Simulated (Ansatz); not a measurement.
Input and command of a plane-wave DFT calculation in Ansatz:

```yaml
crystal:
  lattice:
    - [-2.1492625, 2.1492625, 2.1175]
    - [2.1492625, -2.1492625, 2.1175]
    - [2.1492625, 2.1492625, -2.1175]
  atoms:
    - { symbol: Na, position: [0.0, 0.0, 0.0] }
basis:
  ecutwfc: 420
kpoints:
  mp_grid: { grid: [16, 16, 16] }
hamiltonian:
  xc: pbesol
scf:
  occupations: { method: gaussian, width: 0.15 }
output:
  forces: true
  stress: true
  eigenvalues: true
```

```bash
ansatz run input.yaml --threads 1 --pin off --max-ram 2560MiB --backend cpu --events-out ev --progress --plain --runs-dir out
```

Processor: Arm Neoverse V2, 1 thread, on a host shared with other jobs.

Question: Estimate time, memory and problem size.

Answer: About 4.4 s on 1 thread of Arm Neoverse V2 (shared host), peak memory 0.37 GiB. It solves 9 bands at 349 k points (the mesh reduced by symmetry) with about 767 plane waves, in 6 SCF iterations.
